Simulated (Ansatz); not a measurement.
## Relaxing an invented AlIn3Sb2N2 structure

These are results of Ansatz 0.2.0, DFT PBE, scalar-relativistic, plane waves, PAW, not measurements. Cutoff 420 eV, Gaussian smearing, Γ-centred meshes. Cell and atoms relax first on a coarse mesh, the cell is then made exact in the group found at 0.06 to 0.08 Å, and last on a converged mesh; the steps can't lower the symmetry of their start. No spin polarisation.

The guess for AlIn3Sb2N2 was proposed by analogy with related compounds (Pmn2_1, No. 31). Its size is a guess.

```yaml
crystal:
  lattice:
    - [7.75000, 0.00000, 0.00000]
    - [0.00000, 6.71000, 0.00000]
    - [0.00000, 0.00000, 6.33000]
  atoms:
    - { symbol: Al, position: [0.00000, 0.83300, 0.00000] }
    - { symbol: Al, position: [0.50000, 0.16700, 0.50000] }
    - { symbol: In, position: [0.75000, 0.66700, 0.50000] }
    - { symbol: In, position: [0.25000, 0.66700, 0.50000] }
    - { symbol: In, position: [0.50000, 0.83300, 0.00000] }
    - { symbol: In, position: [0.00000, 0.16700, 0.50000] }
    - { symbol: In, position: [0.25000, 0.33300, 0.00000] }
    - { symbol: In, position: [0.75000, 0.33300, 0.00000] }
    - { symbol: Sb, position: [0.00000, 0.83300, 0.37500] }
    - { symbol: Sb, position: [0.50000, 0.83300, 0.37500] }
    - { symbol: Sb, position: [0.50000, 0.16700, 0.87500] }
    - { symbol: Sb, position: [0.00000, 0.16700, 0.87500] }
    - { symbol: N, position: [0.25000, 0.66700, 0.87500] }
    - { symbol: N, position: [0.75000, 0.66700, 0.87500] }
    - { symbol: N, position: [0.75000, 0.33300, 0.37500] }
    - { symbol: N, position: [0.25000, 0.33300, 0.37500] }
```

Energies over the elements count from the elements' standard structures at the same level (N₂ as a molecule), with no fitted energy shifts.

Problem. Where does the relaxation end?

Solution. The symmetry stays Pmn2_1 (No. 31). The volume per atom grows by 9.9 %, from 20.6 to 22.6 Å³. The shortest distance goes from 2.37 Å (Al–N, In–N and In–Sb) to 1.89 Å (Al–N). Conventional cell: a = 7.093 Å, b = 7.412 Å, c = 6.881 Å. Al has 2 N at 1.89 Å and 2 Sb at 2.75–2.78 Å; In on a site of symmetry 1 is surrounded by 2 N at 2.24–2.25 Å and 2 Sb at 2.91–2.95 Å; In on a site of symmetry m has 2 N at 2.26 Å and 2 Sb at 2.85–2.90 Å; Sb on its first site is surrounded by 1 Al at 2.75 Å and 3 In at 2.90–2.91 Å; N has 1 Al at 1.89 Å and 3 In at 2.24–2.26 Å; 1 more site not described.

```
CELL_PARAMETERS angstrom
7.09293 0.00000 0.00000
0.00000 7.41208 0.00000
0.00000 0.00000 6.88137
ATOMIC_POSITIONS crystal
Al 0.00000 0.74894 0.94956
Al 0.50000 0.25106 0.44956
In 0.74149 0.61507 0.55930
In 0.25851 0.61507 0.55930
In 0.50000 0.78567 0.96403
In 0.00000 0.21433 0.46403
In 0.24149 0.38493 0.05930
In 0.75851 0.38493 0.05930
Sb 0.00000 0.84093 0.33741
Sb 0.50000 0.88459 0.36499
Sb 0.50000 0.15907 0.83741
Sb 0.00000 0.11541 0.86499
N 0.23182 0.63975 0.88270
N 0.76818 0.63975 0.88270
N 0.73182 0.36025 0.38270
N 0.26818 0.36025 0.38270
```

Problem. How does it come out in energy, and is it a metal?

Solution. The energy over the elements is +0.05 eV/atom. The gap on the 6×4×6 mesh of the 16-atom cell is 0 eV (a metal).

A positive value: parting into the elements would lower its energy.

The last run used Gaussian smearing of 0.10 eV. These runs have no spin–orbit coupling, which can matter for Sb. A structure relaxed within its symmetry needn't be a true minimum. Another cell of the same search, in Cm, lies 226 meV/atom lower, so this cell isn't the stable form at this level.
